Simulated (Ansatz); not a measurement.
Ansatz 0.2.0, single run: LuCl4

Run with:

```bash
ansatz run input.yaml --threads 1 --pin off --max-ram 2560MiB --backend cpu --events-out ev --progress --plain --runs-dir out
```

Input:

```yaml
crystal:
  lattice:
    - [-4.154279, 4.154279, 3.654453]
    - [4.154279, -4.154279, 3.654453]
    - [4.154279, 4.154279, -3.654453]
  atoms:
    - { symbol: Cl, position: [0.3625, 0.7992, 0.5633] }
    - { symbol: Cl, position: [0.7992, 0.7359, 0.4367] }
    - { symbol: Cl, position: [0.7359, 0.7992, 0.9367] }
    - { symbol: Cl, position: [0.7992, 0.3625, 0.0633] }
    - { symbol: Cl, position: [0.6375, 0.2008, 0.4367] }
    - { symbol: Cl, position: [0.2008, 0.6375, 0.9367] }
    - { symbol: Cl, position: [0.2641, 0.2008, 0.0633] }
    - { symbol: Cl, position: [0.2008, 0.2641, 0.5633] }
    - { symbol: Lu, position: [0.875, 0.125, 0.75] }
    - { symbol: Lu, position: [0.125, 0.875, 0.25] }
  symmetry: { tolerance: 0.0003 }
kpoints:
  mp_grid: { grid: [4, 4, 4], shift: [0, 0, 0] }
magnetization:
  spin_polarized: false
scf:
  occupations: { method: fermi_dirac }
hamiltonian:
  pseudopotentials: { kind: paw }
  xc: pbe
basis:
  ecutwfc: "58.8 Ry"
output:
  forces: true
  stress: true
  eigenvalues: true
  write_density: true
  write_potential: true
  elf: true
  volumetric_format: npy
```

Origin of the cell: a known structure type with other elements, at an estimated volume, so it need not be a known compound.

The smearing width isn't typed, so it takes its default of 0.1 eV.

Output (shortened):

```
Pseudopotentials: kind: paw
Pseudopotential: Cl, paw, valence charge 7, recommended cutoff 420 eV (normal), Cl.paw.azcp
Pseudopotential: Lu, paw, valence charge 25, recommended cutoff 420 eV (normal), Lu.paw.azcp
Functional definition: PBE
  exchange = pbe_x(kappa = kappa, mu = beta*pi^2/3)
  correlation = pbe_c(beta = beta)
Crystal: 10 atoms, lattice volume = 252.275 Å³
Basis set: ecut = 800.014756 eV, 12977 PW (Γ), exchange–correlation on 128×128×128 points (8 copies of the dense FFT grid, shifted against one another)
Bands: 64, of which v1, the nominal top of the filled ones, is band 53 counted from 1 (52 counted from 0)
Symmetry: 16 space group operations
Space group: I41/amd (ITA 141), of the structure as read, at distance tolerance 1.9e-3 Å
k-points: 13 of 64
[… 4 lines left out …]
Initial density: superposition of atomic densities (neutral atoms: chi_scale 0, normalization atom), corrected by the library's trained network
Functional: x = pbe(κ = 0.804, μ = 0.219515), c = pbe(β = 0.066725)
SCF iter   1: F=—  HF=-38116.382220 eV  Δρ=2.16e-3  dr2=5.64e-3
SCF iter   2: F=—  HF=-38116.386222 eV  Δρ=9.92e-4  dr2=1.69e-3  defer=5
SCF iter   3: F=—  HF=-38116.385819 eV  Δρ=1.90e-4  dr2=1.13e-4  defer=5
SCF iter   4: F=—  HF=-38116.385833 eV  Δρ=1.05e-4  dr2=1.84e-5  defer=5
SCF iter   5: F=—  HF=-38116.386202 eV  Δρ=3.15e-5  dr2=2.07e-6  defer=5
SCF iter   6: F=—  HF=-38116.386202 eV  Δρ=1.04e-5  dr2=1.38e-7  defer=5
SCF iter   7: F=-38116.386203 eV  HF=-38116.386203 eV  Δρ=2.69e-6  dr2=1.20e-8
SCF 1 converged in 7 iterations: F = -38116.386203 eV  dr2 = 1.20e-8
SCF converged after 7 iterations
Free energy (F): -38116.386203 eV
Harris-Foulkes:  -38116.386203 eV  (|F-HF|=2.01e-8)
Internal energy: -38116.014092 eV  (E = F + TS)
E sigma→0 (E₀):  -38116.200147 eV
Entropy (-TS):   -0.372110 eV (-37.211 meV/atom)
Fermi energy:    3.686204 eV
--- Per-component energies (eV) ---
  E_band       = -509.334287
  E_kinetic    = 2113.823079
  E_local      = -19641.649763  (includes V_loc(G=0)·N_el)
  E_nonlocal   = 1379.839633
  E_hartree    = 8193.648149
  E_xc         = -1289.212640
  E_vxc        = -1487.091952  (∫ρ·V_xc dr)
  E_paw        = -20018.687431  (= ΣΔE_a)
  E_vpaw       = 738.453691  (= ΣTr[D̂ρ^β])
  E_aug_tail   = 0.000049  (compensation charges beyond the density's cutoff)
  E_ewald      = -8853.775169
  E_smearing   = -0.372110  (= −TS)
  Σ components = -38116.386203   (vs F -38116.386203, Δ=0.00e0)
--- Forces (eV/Å), atoms counted from 1 ---
  atom   1  Cl     0.000000    -0.295787     0.295461
  atom   2  Cl     0.295787    -0.000000     0.295461
  atom   3  Cl    -0.000000     0.295787     0.295461
  atom   4  Cl    -0.295787    -0.000000     0.295461
  atom   5  Cl    -0.000000     0.295787    -0.295461
  atom   6  Cl     0.295787    -0.000000    -0.295461
  atom   7  Cl     0.000000    -0.295787    -0.295461
  atom   8  Cl    -0.295787    -0.000000    -0.295461
  atom   9  Lu     0.000000     0.000000     0.000000
  atom  10  Lu     0.000000     0.000000     0.000000
  max |Σ_I F_I| component: 5.55e-17 eV/Å
--- Stress (GPa, compression-positive) ---
        0.195526       0.000000      -0.000000
        0.000000       0.195526      -0.000000
        0.000000       0.000000      -2.219382
  P = ⅓ Tr σ = -0.6094 GPa (-6.094 kbar)
```

Caveats: no spin, though holes on the anions or broken bonds may carry moments; no spin-orbit coupling, though heavy elements are present.

Time: 20 s on 1 thread of Intel(R) Xeon(R) 6975P-C (Granite Rapids), on a shared host, peak memory 1 GiB, from the program's own first density.
